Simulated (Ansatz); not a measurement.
# Zone-centre modes in Ge

These are results of DFT r2SCAN, scalar-relativistic, plane waves, PAW in Ansatz, not measurements. Cutoff 500 eV, Γ-centred 8×8×8 k-points, Gaussian smearing of 0.15 eV. No spin polarisation.

Reference structure (relaxed at this level; this form isn't the usual structure):

```xyz
8
Lattice="-3.4842 3.4842 3.4842 3.4842 -3.4842 3.4842 3.4842 3.4842 -3.4842" Properties=species:S:1:pos:R:3 pbc="T T T"
Ge    1.0414    4.5256   -1.0414
Ge   -1.0414    1.0414    4.5256
Ge    4.5256   -1.0414    1.0414
Ge    2.4428    2.4428    2.4428
Ge   -1.0414    2.4428    1.0414
Ge    1.0414   -1.0414    2.4428
Ge    2.4428    1.0414   -1.0414
Ge    1.0414    1.0414    1.0414
```

Harmonic modes by finite displacements of 0.02 Å, without the LO–TO term.

Q: At this geometry, is the structure stable against these modes?

A: Yes: no mode is imaginary beyond 10 cm⁻¹, and only the three translations lie near zero.

Q: List the wavenumbers in cm⁻¹.

A: 0, 0, 0, 90, 90, 90, 95, 95, 95, 105, 212, 212, 212, 219, 219, 219, 238, 240, 240, 248, 248, 248, 248, 248.

Cost: 1 run of about 15 core-minutes, on Arm Neoverse V2 (shared hosts).